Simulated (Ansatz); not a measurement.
Data:

CuO:
```cif
data_CuO
_chemical_formula_sum 'Cu1 O1'
_space_group_name_H-M_alt 'Pm-3m'
_space_group_IT_number 221
_space_group_name_Hall '-P 4 2 3'
_cell_length_a 2.59777
_cell_length_b 2.59777
_cell_length_c 2.59777
_cell_angle_alpha 90.000
_cell_angle_beta 90.000
_cell_angle_gamma 90.000
loop_
_atom_site_label
_atom_site_type_symbol
_atom_site_symmetry_multiplicity
_atom_site_Wyckoff_symbol
_atom_site_fract_x
_atom_site_fract_y
_atom_site_fract_z
_atom_site_occupancy
Cu1 Cu 1 a 0.00000 0.00000 0.00000 1
O1 O 1 b 0.50000 0.50000 0.50000 1
```

This is the r²SCAN-relaxed structure.

Question: All from DFT-r²SCAN in the program Ansatz with PAW potentials, unless another level is named. Predict the bulk modulus (Birch–Murnaghan fit).

Answer: 201 GPa.

Question: Give the elastic constants (relaxed ions, GPa).

Answer: C11 = 413, C12 = 95.8, C44 = -106.

A made-up cell: these elements were put on the sites of a structure type; the Crystallography Open Database copy checked does not list it. It is not the phase usual at ambient conditions (space group No. 15). Symmetry was held in the r²SCAN relaxation. At this level the phase is mechanically unstable. The run is not spin-polarised. The volume moved by 51 % from the start of the relaxation. No Hubbard U is applied. Without spin polarisation and U, an open-shell compound can come out a false metal. As this level gives no gap, shear constants depend on the k-mesh and smearing (Fermi–Dirac, 0.1 eV here). On the denser mesh and wider smearing of the elastic run this cell carries a stress of 0.6 GPa.

Potentials: the later of the program's two PAW sets.
